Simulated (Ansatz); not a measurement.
# Structures of Sc2Ru: which is lowest?

Plane-wave DFT in Ansatz with scalar-relativistic PAW potentials, cutoff 420 eV, Γ-centred meshes chosen by cell and gap, Gaussian smearing with energies taken to zero width. Every cell was relaxed (cell and atoms) in a run of its own, within the symmetry of its start. Functional: PBE.

Relaxed structures (starts from databases or built by putting these elements on another compound's sites):
A. Fm-3m, 3 atoms in the computed cell, a = 6.345 Å; sites (symmetry × multiplicity) Sc -43m × 8, Ru m-3m × 4; start: built
B. Imma, 6 atoms in the computed cell, a = 5.184 Å, b = 5.810 Å, c = 7.670 Å; sites (symmetry × multiplicity) Sc 2/m.. × 4 + mm2 × 4, Ru mm2 × 4; start: built

Q: Rank them by energy. Could pressure change the order?

A:
```tsv
structure	group	E − E(lowest) (meV/atom)	V (Å³/atom)	gap on mesh (eV)
A	Fm-3m	0.0	21.29	0.00
B	Imma	124	19.25	0.00
```

A is lowest, 124 meV/atom under B. B is denser by 2.03 Å³/atom, so pressure favours it: ΔE/ΔV, with ΔE in eV and 1 eV/Å³ = 160.2 GPa, gives about 10 GPa for equal enthalpy if both cells were rigid, a rough figure since the two compress differently. Other structures may lie lower than all of these, and vibrations aren't counted.